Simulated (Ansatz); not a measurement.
Computed with DFT PBE, scalar-relativistic, plane waves, PAW (Ansatz 0.2.0). Settings of the last relaxation (10-atom cell): 420 eV, 14×14×14 k points, Gaussian smearing of 0.02 eV, no spin polarisation.

Formation energies are uncorrected and count from the elements' standard states at the same level.

Problem. Suggest a trial structure for a tetragonal semiconductor that holds N and 2 more elements, with a gap near 1.9 eV, a formation energy near −0.67 eV/atom and about 9 Å³ per atom, in a cell of 10 atoms. Its symmetry should be I4/mmm (No. 139).

Solution. Al3Ga2N5, space group I4/mmm (No. 139). Around Al on a site of symmetry 4mm lie 6 N at 2.02–2.08 Å; Al on a site of symmetry 4/mmm is surrounded by 6 N at 2.08–2.10 Å; Ga is surrounded by 6 N at 2.08–2.10 Å; around N on a site of symmetry 4mm lie 4 Ga at 2.08 Å and 2 Al at 2.08–2.10 Å; 2 more sites not described.

```yaml
crystal:
  lattice:
    - [-1.46840, 1.46840, 10.39809]
    - [1.46840, -1.46840, 10.39809]
    - [1.46840, 1.46840, -10.39809]
  atoms:
    - { symbol: Al, position: [0.70085, 0.70085, 0.00000] }
    - { symbol: Al, position: [0.29915, 0.29915, 0.00000] }
    - { symbol: Al, position: [0.50000, 0.50000, 0.00000] }
    - { symbol: Ga, position: [0.89895, 0.89895, 0.00000] }
    - { symbol: Ga, position: [0.10105, 0.10105, 0.00000] }
    - { symbol: N, position: [0.60079, 0.60079, 0.00000] }
    - { symbol: N, position: [0.20207, 0.20207, 0.00000] }
    - { symbol: N, position: [0.79793, 0.79793, 0.00000] }
    - { symbol: N, position: [0.39921, 0.39921, 0.00000] }
    - { symbol: N, position: [0.00000, 0.00000, 0.00000] }
```

| Property | Result |
| --- | --- |
| Volume per atom | 8.97 Å³ |
| Density | 5.38 g/cm³ |
| Energy over the elements | −0.671 eV/atom |
| Gap on the 14×14×14 mesh of the 10-atom cell | 1.87 eV |

The structure comes from a generated guess, relaxed at this level; another structure or a mixture of phases may lie lower. Other answers may fit too; this one was computed.

Kohn–Sham gaps at this level usually fall short of measured ones. Symmetry constrained the relaxation, so the result can be a saddle point.
